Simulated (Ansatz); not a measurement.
Molecular dynamics on a 2×2×1 supercell (16 atoms) of CuGaSe2 (ordering on rocksalt), relaxed with r2SCAN. Forces come from r2SCAN in the PAW code Ansatz: constant energy and volume (NVE), velocities drawn at 1300 K, steps of 3 fs. Spin polarisation is off, nuclei are classical, and the run is far too short for thermal averages. The structure comes from a prototype and may be hypothetical.

```yaml
crystal:
  lattice:
    - [7.4591430226, 0.0, 0.0]
    - [0.0, 7.4591430226, 0.0]
    - [0.0, 0.0, 5.2545561345]
  atoms:
    - { symbol: Cu, position: [0.0, 0.0, 0.0] }
    - { symbol: Se, position: [0.0, 0.0, 0.5] }
    - { symbol: Ga, position: [0.25, 0.25, 0.5] }
    - { symbol: Se, position: [0.25, 0.25, 0.0] }
    - { symbol: Cu, position: [0.0, 0.5, 0.0] }
    - { symbol: Se, position: [0.0, 0.5, 0.5] }
    - { symbol: Ga, position: [0.25, 0.75, 0.5] }
    - { symbol: Se, position: [0.25, 0.75, 0.0] }
    - { symbol: Cu, position: [0.5, 0.0, 0.0] }
    - { symbol: Se, position: [0.5, 0.0, 0.5] }
    - { symbol: Ga, position: [0.75, 0.25, 0.5] }
    - { symbol: Se, position: [0.75, 0.25, 0.0] }
    - { symbol: Cu, position: [0.5, 0.5, 0.0] }
    - { symbol: Se, position: [0.5, 0.5, 0.5] }
    - { symbol: Ga, position: [0.75, 0.75, 0.5] }
    - { symbol: Se, position: [0.75, 0.75, 0.0] }
kpoints:
  mp_grid: { grid: [2, 2, 4] }
hamiltonian:
  xc: r2scan
scf:
  occupations: { method: fermi_dirac, width: 0.112 }
md:
  ensemble: nve
  temperature: 1300
  timestep: 3.0
  n_steps: 40
  initial_velocities: maxwell_boltzmann
  seed: 5660
```

Run as `ansatz run input.yaml --threads 4 --pin off --max-ram 3686MiB --backend cpu --events-out ev --progress --plain --runs-dir out`. It ended after 7.6 min on 4 threads of Arm Neoverse V1, with other jobs on the host; peak host memory 2.3 GiB.

```tsv
step	t (fs)	T (K)	free energy F from step 0 (meV/atom)	kinetic energy (meV/atom)	largest force (eV/Å)
0	0	1300	0.0	157.5	0.00
1	3	1294	0.7	156.8	0.14
2	6	1276	2.9	154.6	0.28
3	9	1246	6.6	150.9	0.41
4	12	1204	11.7	145.8	0.55
5	15	1150	18.2	139.4	0.71
6	18	1086	25.9	131.6	0.88
7	21	1013	34.8	122.7	1.07
8	24	932	44.7	112.9	1.26
9	27	845	55.2	102.4	1.45
10	30	755	66.1	91.5	1.63
11	33	666	77.0	80.7	1.81
12	36	579	87.5	70.2	1.96
13	39	499	97.2	60.5	2.09
```

The temperature goes from 1300 K to 499 K in 39 fs. The atoms start on their lattice sites with kinetic energy alone, so much of it first passes into potential energy. The conserved energy stays within 0.15 meV an atom. By the last step the atoms have moved 0.22 Å in the root mean square, the drift of the whole cell taken out, 0.38 Å at most. The job's limit cut the run after 13 of 40 steps.

Positions (Å) and forces (eV/Å) at step 13:
```
Cu  -0.165  -0.146   0.138     0.310   1.662  -0.932
Se  -0.036  -0.030   2.441     0.377   0.578   1.250
Ga   2.086   1.894   2.661    -0.700   0.112  -0.617
Se   2.074   1.904  -0.163    -0.882  -0.417   1.282
Cu  -0.071   3.664   0.081     0.176   0.013  -0.203
Se  -0.017   3.606   2.685     0.051   0.391  -0.281
Ga   1.860   5.559   2.705    -0.270  -0.119   0.027
Se   1.536   5.787   0.041     1.400  -1.081  -0.194
Cu   3.896  -0.024   0.126    -0.523  -0.057  -0.075
Se   3.839  -0.074   2.857    -0.884  -0.013  -0.893
Ga   5.533   1.775   2.598     0.542   0.459  -0.272
Se   5.473   1.897  -0.154     0.987   0.185   1.115
Cu   3.656   3.576   0.164     0.403   0.648  -0.382
Se   3.765   3.863   2.557     0.189  -0.193   0.072
Ga   5.600   5.730   2.431     0.471  -0.888   0.185
Se   5.718   5.703  -0.062    -1.645  -1.282  -0.082
```
